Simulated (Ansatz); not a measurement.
MnNi3 (Cu3Au type, Pm-3m) at seven volumes, plane-wave PAW r²SCAN (Ansatz code), scaled uniformly. One row is withheld.

```tsv
V (Å³/atom)	P (GPa)
10.170	22.12
10.505	13.52
10.841	6.21
11.176	0.01
11.511	-5.24
11.846	?
12.182	-13.34
```

Task: Fit the shown pressures and predict the withheld one.

Result: P = (3/2)B₀(x^(7/2) − x^(5/2))[1 + (3/4)(B′ − 4)(x − 1)] with x = (V₀/V)^(2/3). Least squares on the six rows gives V₀ = 11.177 Å³/atom, B₀ = 189 GPa, B′ = 4.57. At V = 11.846, x = 0.9620 and P = -9.62 GPa. The run itself gave -9.65 GPa.

The workflow started from an entry of the Crystallography Open Database (COD). Its standing as an ambient phase is unchecked. Symmetry was held in the r²SCAN relaxation; whether a distortion lowers the energy is not shown. Spin order of the final state: ferromagnetic, chosen from 3 collinear starts compared on coarse meshes (ties went to the first, and starts can fall back to one state), not a proven ground state. Other orbital occupations within this spin state were not tried.

Potentials: the later of the program's two PAW sets.
